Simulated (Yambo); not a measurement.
Yambo run on NaBa₂ReO₆ (space group Fm-3m, No. 225). The wavefunctions are norm-conserving PBEsol (Quantum ESPRESSO, 88 Ry, without SOC) ones on a 2×2×2 mesh (40 occupied bands); a = 5.9548 Å, b = 5.9548 Å, c = 5.9548 Å, α = 60.00°, β = 60.00°, γ = 60.00°.

Yambo input:

```
rim_cut
HF_and_locXC
RandQpts= 1000000
RandGvec= 1 Ry
EXXRLvcs= 88 Ry
VXCRLvcs= 352 Ry
% QPkrange
 1 | 1 | 40 | 41 |
 3 | 3 | 40 | 41 |
%
```

k points by index: 1 = Γ, 3 = X.

The o-*.hf file then holds:

```
#    K-point    Band    Eo [eV]    Ehf [eV]    Vxc [eV]    Vnlxc [eV]
#
    1    40    0.000000    -4.997774    -19.54248    -24.54026
    1    41    2.441475    6.959814    -18.24640    -13.72806
    3    40    -0.043999    -5.017594    -19.41689    -24.39049
    3    41    1.900366    6.698097    -16.88420    -12.08647
```
Exchange alone, without screening.

Geometry of the Materials Project entry, not relaxed at this level.
